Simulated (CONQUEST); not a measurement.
Consider a self-consistent single point of TiO2 (Pnnm, 6 atoms in the cell; from Materials Project mp-2657, changed as shown).

```
TiO2
1.0
    4.64584     0.00000     0.00000
    0.00000     4.59984     0.00000
    0.00000     0.00000     2.95921
Ti O
2 4
Direct
  0.50000   0.50000   0.00000
  0.00000   0.00000   0.50000
  0.69568   0.69568   0.50000
  0.30432   0.30432   0.50000
  0.80432   0.19568   0.00000
  0.19568   0.80432   0.00000
```

Method: PBE, numerical atomic orbitals double-zeta with polarisation (the shipped basis), PseudoDojo norm-conserving potentials made for PBE in CONQUEST.

CONQUEST settings:

- basis: DZP
- Diag.MPMeshX, Y, Z: 5 5 7
- potentials: PseudoDojo norm-conserving PBE
- Grid.GridCutoff: 140 Ha
- DM.SolutionMethod: diagon
- Diag.SmearingType: 1
- Diag.kT: 0.000735 Ha
- Diag.GammaCentred: true
- Diag.MPOrder: 0
- minE.SCTolerance: 1.0e-06
- SC.MaxIters: 100
- SC.LinearMixingFactor: 0.3
- AtomMove.TypeOfRun: static

Results:

```
Item                                                      Value
------------------------------------------------  -------------
Number of valence electrons                                  48
Number of bands                                              90
Number of k-points after the program's reduction             88
Size of the basis                                            90
Number of SCF iterations                                      9
FFT grid                                           48 × 48 × 32
Free energy E − TS                                -5038.3033 eV
Pressure                                               4.10 GPa
```

Stress (GPa, positive for compression):
```
3.20  0.00  0.00
0.00  4.29  0.00
0.00  0.00  4.79
```

For comparison: a first run was changed to give this one (lattice vector a scaled by 1.01), and from it to this one the free energy goes down by 3.0 meV/atom and the pressure goes from 6.07 to 4.10 GPa.

The program uses no crystal symmetry, so grid and mesh can part values that symmetry would make equal. The atom-centred basis is finite, which shifts total energies and pressures against plane waves. The structure comes from a collection of computed structures, made at another level of theory; the collection holds predicted forms beside known ones.

Cost on one core: about 120 core-seconds (a rough figure).
